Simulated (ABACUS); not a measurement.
Band structure of Pt (Fm-3m, 4 atoms in the cell; from Materials Project mp-126, lattice scaled a little).

```xyz
4
Lattice="4.0145 0.0000 0.0000 0.0000 4.0145 0.0000 0.0000 0.0000 4.0145" Properties=species:S:1:pos:R:3 pbc="T T T"
Pt     0.0000     0.0000     0.0000
Pt     0.0000     2.0073     2.0073
Pt     2.0073     0.0000     2.0073
Pt     2.0073     2.0073     0.0000
```

Level of theory: PBE, numerical atomic orbitals DZP (confined pseudo-atomic orbitals with Gaussian additions; energy shift 0.003 Ry), PseudoDojo 0.5 standard norm-conserving PBE (tails mended) pseudopotentials run with ABACUS.

Settings: basis = DZP numerical atomic orbitals, energy shift 0.003 Ry; KPT = Gamma 8 8 8 0 0 0; basis_type = lcao; dft_functional = PBE; ecutwfc = 100 Ry; smearing_method = fd; smearing_sigma = 0.00367493 Ry; potentials = PseudoDojo 0.5 standard norm-conserving PBE (tails mended); symmetry = 1; ks_solver = genelpa; scf_nmax = 100; scf_thr = 1.0e-07; mixing_type = broyden; mixing_beta = 0.7.

Spin-orbit coupling is left out, which matters for bands and gaps with elements this heavy. The atom-centred basis is finite, which shifts total energies and pressures against plane waves. The structure comes from a collection of computed structures, made at another level of theory; the collection holds predicted forms beside known ones. Its lattice was then scaled.

Points are given in units of this cell's reciprocal vectors. Levels in eV from the Fermi level, bands 33 to 38:
```json
[
 {"point": "Γ (0 0 0)", "33": "0.42", "34": "0.42", "35": "0.42", "36": "0.42", "37": "0.42", "38": "2.08"},
 {"point": "X (0 0.5 0)", "33": "-1.75", "34": "-1.75", "35": "-0.76", "36": "-0.76", "37": "0.42", "38": "0.42"},
 {"point": "M (0.5 0.5 0)", "33": "-1.53", "34": "-1.53", "35": "-1.53", "36": "-1.53", "37": "1.75", "38": "1.75"},
 {"point": "R (0.5 0.5 0.5)", "33": "0.03", "34": "0.03", "35": "0.03", "36": "0.03", "37": "0.03", "38": "0.03"}
]
```

7 bands cross the Fermi level along this path, so the cell has no gap at this level.

Higher empty bands are left out: an atom-centred basis made for the valence describes them poorly.

The labels belong to the zone of the cell as typed, which is larger than the primitive one, so the bands are folded: a gap that looks direct here can be indirect in the primitive zone.

The atomic orbitals were generated for these runs; they are not ABACUS's published sets and were checked against plane waves on a few crystals only.

“Tails mended”: in these copies of the files the far tail of each local potential was reset to the Coulomb form.
